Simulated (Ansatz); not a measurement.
**Equation of state of MgAu from a dense series**

```yaml
crystal:
  lattice:
    - [3.25900, 0.00000, 0.00000]
    - [0.00000, 3.25900, 0.00000]
    - [0.00000, 0.00000, 3.25900]
  atoms:
    - { symbol: Mg, position: [0.50000, 0.50000, 0.50000] }
    - { symbol: Au, position: [0.00000, 0.00000, 0.00000] }
```

Atoms are numbered in the order listed.

The geometry is COD entry 9008804, unchecked; take it as a test cell.

No spin–orbit coupling, which matters for the heavy atoms here.

These are results of DFT, LDA, all-electron LAPW, scalar-relativistic in Ansatz 0.2.0, not measurements.

Numerical set-up: a Γ-centred 13×13×13 k mesh, Fermi–Dirac smearing of 0.05 eV, basis error target 0.25 meV/atom, no spin polarisation.

The cell is scaled evenly. Fractional coordinates are held (clamped ions).

| V (Å³/atom) | P (GPa) |
| --- | --- |
| 16.615 | 0.35 |
| 16.961 | -1.68 |
| 17.134 | -2.62 |
| 17.307 | -3.49 |
| 17.480 | -4.32 |
| 17.653 | -5.09 |
| 17.999 | -6.51 |
| 18.345 | -7.76 |

Task: Fit a third-order Birch–Murnaghan curve to the pressures.

Result: P = (3B0/2)(y^(7/2) − y^(5/2))[1 + (3/4)(B0′ − 4)(y − 1)] with y = (V0/V)^(2/3) fits within 0.01 GPa for V0 = 16.672 Å³/atom, B0 = 102.2 GPa and B0′ = 4.84.

Task: Predict the pressure at the withheld volume, 16.269 Å³/atom.

Result: There y = 1.0164, so the fit gives 2.65 GPa; the run gave 2.65 GPa.
